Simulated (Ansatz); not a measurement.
The start is a generated trial cell of Ge in the A7 structure type. The cell and all atomic positions are relaxed at zero pressure with PBE (plane waves to 420 eV, PAW, scalar-relativistic; Ansatz, a program for electronic structure). First-step values are on the input's coarse k-mesh.

Ansatz input (later rounds restart from its end on a renewed k-mesh):
Ansatz 0.2 input:
```yaml
crystal:
  lattice:
    - [1.7928132, 1.0350812, 3.324553]
    - [-1.7928132, 1.0350812, 3.324553]
    - [0, -2.0701623, 3.324553]
  atoms:
    - { symbol: Ge, position: [0.22754, 0.22754, 0.22754] }
    - { symbol: Ge, position: [0.77246, 0.77246, 0.77246] }
basis: { ecutwfc: 420, ecutrho_ratio: 4, xc_grid: 2, fft_grid_basis: typed }
kpoints: { mp_grid: { grid: [8, 8, 8] } }
hamiltonian:
  xc: pbe
  dispersion: none
  pseudopotentials: { kind: paw }
scf: { occupations: { method: fermi_dirac, width: 0.05 } }
relax: { f_tol: 0.01, max_steps: 100, cell: { stress_tol: 0.02 } }
output: { forces: true, stress: true }
```

**Question.** What pressure does the first self-consistent step give?

**Answer.** +13 GPa (positive: the cell is compressed).

**Question.** Which atoms feel the largest initial force, and how large is it?

**Answer.** About 1.6 eV/Å, on Ge1, Ge2 (atoms numbered as listed).

**Question.** What symmetry does the relaxed structure have?

**Answer.** The space group goes from R-3m (No. 166) to Pm-3m (No. 221); the end is AFLOW prototype A_cP1_221_a (A_h), with 1 atom in the primitive cell.

**Question.** How much energy is released per atom?

**Answer.** 0.23 eV/atom.

**Question.** How does the volume change?

**Answer.** +7.8 %, from 18.51 to 19.95 Å³/atom.

**Question.** What band gap does the relaxed structure have at this level?

**Answer.** Zero (metallic).

**Question.** What does it relax into? Give the structure.

**Answer.** 
Space group Pm-3m (No. 221); a = 2.712 Å, b = 2.712 Å, c = 2.712 Å, α = 90.00°, β = 90.00°, γ = 90.00°

```csv
atom,site,symmetry,x,y,z
Ge,1b,m-3m,0.5000,0.5000,0.5000
```

Final values are on a 17×17×17 k-mesh of the relaxed cell. No spin polarisation in the result.

The run could not lose the symmetry of its start: the end is stationary, and may be a saddle point rather than a minimum.

The relaxed structure here is a generated cell of Ge: the first start was made by placing the elements on the sites of a structure type, and the end was not matched to a known phase here, so it may be hypothetical. Known forms of Ge include space group No. 227.
